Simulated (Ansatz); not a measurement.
Rh:
```cif
data_Rh
_chemical_formula_sum 'Rh1'
_space_group_name_H-M_alt 'P 1'
_space_group_IT_number 1
_cell_length_a 2.67871
_cell_length_b 2.67871
_cell_length_c 2.67871
_cell_angle_alpha 60.000
_cell_angle_beta 60.000
_cell_angle_gamma 60.000
loop_
_space_group_symop_operation_xyz
  'x, y, z'
loop_
_atom_site_label
_atom_site_type_symbol
_atom_site_fract_x
_atom_site_fract_y
_atom_site_fract_z
_atom_site_occupancy
Rh1 Rh 0.00000 0.00000 0.00000 1
```

Relaxed with r²SCAN+D4.

Q: Which orbitals make up the states near the Fermi level in DFT-r²SCAN+D4 in the program Ansatz with PAW potentials?

A: Within 0.5 eV of the Fermi level: Rh 4d 96 %. Projections are on Löwdin-orthogonalised atomic valence shells; empty p or d shells of many metals are not among them.

Q: Tabulate the density of states.

A: States/eV per cell of 1 atom, in 0.25 eV bins, energy from the Fermi level.

```csv
E (eV),total,Rh 4d,Rh 5s,Rh 4p
-7.85,0.04,0.00,0.03,0.00
-7.60,0.05,0.00,0.05,0.00
-7.35,0.07,0.00,0.06,0.00
-7.10,0.08,0.00,0.07,0.00
-6.85,0.10,0.01,0.08,0.00
-6.60,0.18,0.07,0.10,0.00
-6.35,0.51,0.34,0.15,0.00
-6.10,1.12,0.85,0.25,0.01
-5.85,1.49,1.19,0.28,0.01
-5.60,2.06,1.72,0.31,0.01
-5.35,1.75,1.55,0.17,0.01
-5.10,1.46,1.33,0.10,0.01
-4.85,1.13,1.05,0.07,0.01
-4.60,1.16,1.10,0.04,0.01
-4.35,1.28,1.21,0.04,0.01
-4.10,1.23,1.16,0.05,0.01
-3.85,1.18,1.11,0.05,0.01
-3.60,1.35,1.25,0.07,0.01
-3.35,1.40,1.30,0.08,0.01
-3.10,1.85,1.71,0.10,0.01
-2.85,2.46,2.32,0.10,0.01
-2.60,1.54,1.42,0.08,0.01
-2.35,1.30,1.19,0.08,0.01
-2.10,1.23,1.14,0.07,0.01
-1.85,1.18,1.09,0.06,0.00
-1.60,1.45,1.36,0.06,0.00
-1.35,1.55,1.47,0.05,0.00
-1.10,1.32,1.25,0.05,0.00
-0.85,1.20,1.13,0.04,0.00
-0.60,1.13,1.07,0.04,0.00
-0.35,1.11,1.05,0.04,0.00
-0.10,1.17,1.12,0.04,0.00
0.15,1.33,1.28,0.04,0.00
0.40,1.92,1.86,0.05,0.00
0.65,1.64,1.59,0.05,0.00
0.90,0.88,0.82,0.06,0.00
1.15,0.26,0.18,0.07,0.00
1.40,0.21,0.12,0.07,0.00
1.65,0.22,0.11,0.08,0.00
1.90,0.21,0.10,0.08,0.00
2.15,0.22,0.10,0.09,0.00
2.40,0.22,0.09,0.09,0.00
2.65,0.22,0.08,0.10,0.00
2.90,0.22,0.07,0.10,0.00
3.15,0.23,0.07,0.10,0.00
3.40,0.23,0.06,0.10,0.00
3.65,0.23,0.06,0.10,0.00
3.90,0.23,0.05,0.10,0.00
4.15,0.23,0.05,0.10,0.00
4.40,0.23,0.04,0.09,0.00
4.65,0.22,0.04,0.09,0.00
```

Space group Fm-3m (fcc (Cu type)). The r²SCAN+D4 relaxation kept the symmetry of its start. No spin polarisation was allowed. The pairwise dispersion correction was not fitted to metals. Spin–orbit coupling is left out wherever it is not named.

Potentials: the earlier of the program's two PAW sets.
